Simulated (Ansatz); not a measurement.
A geometry of MgSe away from equilibrium: step 2 of the relaxation of a relaxed MgSe cell, doubled along one cell vector, shaken by Gaussian noise of σ = 0.08 Å a coordinate. Computed with r2SCAN (plane waves to 500 eV, PAW, scalar-relativistic; Ansatz, a program for electronic structure). Γ-centred k-mesh 10×5×10 on the run's cell, Fermi–Dirac smearing 0.05 eV.

```xyz
4
Lattice="-0.0109 2.7377 2.7066 5.4421 -0.0246 5.4160 2.7170 2.7351 -0.0083" Properties=species:S:1:pos:R:3:forces:R:3 pbc="T T T" free_energy=-14814.828 pressure_GPa=1.3
Mg     0.0140     0.0168    -0.0223    0.4943   -0.2311    0.3716
Mg     2.8307    -0.0808     2.6966   -0.2695    0.4394    0.0633
Se     2.8277     2.7690     2.8208   -0.2117    0.0207   -0.5580
Se     5.5359     2.7344     5.4091   -0.0128   -0.2288    0.1233
```

Positions in Å, forces in eV/Å, free energy of the cell in eV (comparable only within this code, potentials and settings). Largest force: 0.66 eV/Å, on Mg1 (atoms numbered as listed); the geometry lies 0.02 eV/atom above the end of its relaxation.

No spin polarisation in the result.
